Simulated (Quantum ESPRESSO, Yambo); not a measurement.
**Quasiparticle gap of CaB2C2**

```cif
data_C8B8Ca4
_chemical_formula_sum 'B8 C8 Ca4'
_space_group_name_H-M_alt 'I4/mcm'
_space_group_IT_number 140
_space_group_name_Hall '-I 4 2c'
_cell_length_a 5.34821
_cell_length_b 5.34821
_cell_length_c 7.40785
_cell_angle_alpha 90.000
_cell_angle_beta 90.000
_cell_angle_gamma 90.000
loop_
_atom_site_label
_atom_site_type_symbol
_atom_site_symmetry_multiplicity
_atom_site_Wyckoff_symbol
_atom_site_fract_x
_atom_site_fract_y
_atom_site_fract_z
_atom_site_occupancy
B1 B 8 h 0.36150 0.13850 0.00000 1
C1 C 8 h 0.15963 0.34037 0.00000 1
Ca1 Ca 4 a 0.00000 0.00000 0.25000 1
```
(The calculation used a cell of 10 atoms; values per cell refer to that cell.)

The geometry is that of Materials Project entry mp-10289, symmetrised and not relaxed again.

Starting point: PBEsol (pw.x of Quantum ESPRESSO, ONCV potentials, no spin-orbit coupling). G0W0 in Yambo: 4×4×4 Γ-centred k mesh, 118 bands and a 6 Ry block in the screening, 118 bands in G with the Bruneval-Gonze terminator, plasmon pole fitted at 27.2 eV.

```
Item                                                                                               Result
------------------------------------------------------------------------------------------------  -------
PBEsol gap along the band path                                                                    0.54 eV
PBEsol gap between the mesh's edge points ((0, 0, 0.25) → Z)                                      0.62 eV
G0W0 gap between the same points                                                                  1.02 eV
PBEsol smallest direct gap on the mesh (at Z)                                                     0.74 eV
G0W0 direct gap at that point                                                                     1.32 eV
estimate of the fundamental G0W0 gap (path gap plus the correction; the mesh misses a band edge)  0.94 eV
```

| k point | band | E PBEsol (eV) | E QP (eV) | shift (eV) | Z |
|---|---|---|---|---|---|
| Γ | VB | -0.16 | -0.30 | -0.14 | 0.79 |
| Γ | CB | 1.74 | 2.26 | 0.52 | 0.82 |
| (0, 0, 0.25) | VB | 0.00 | -0.01 | -0.01 | 0.79 |
| (0, 0, 0.25) | CB | 1.42 | 1.80 | 0.38 | 0.80 |
| X | VB | -0.20 | -0.32 | -0.12 | 0.79 |
| X | CB | 2.70 | 3.42 | 0.72 | 0.80 |
| N | VB | -0.55 | -0.65 | -0.10 | 0.79 |
| N | CB | 1.99 | 2.43 | 0.44 | 0.80 |
| P | VB | -1.56 | -1.81 | -0.25 | 0.78 |
| P | CB | 3.51 | 4.31 | 0.80 | 0.79 |
| Z | VB | -0.13 | -0.32 | -0.19 | 0.79 |
| Z | CB | 0.62 | 1.01 | 0.39 | 0.80 |

Energies count from the PBEsol valence-band maximum.

Nearest settings tried, and what they do to the gap: 3 Ry block (63 vectors against 173): -57 meV. Not varied: bands in G, bands in W, mesh. So the settings aren't converged at that level.

The structure is a Materials Project entry; no match was found in the copy of COD used, and its stability was not checked.
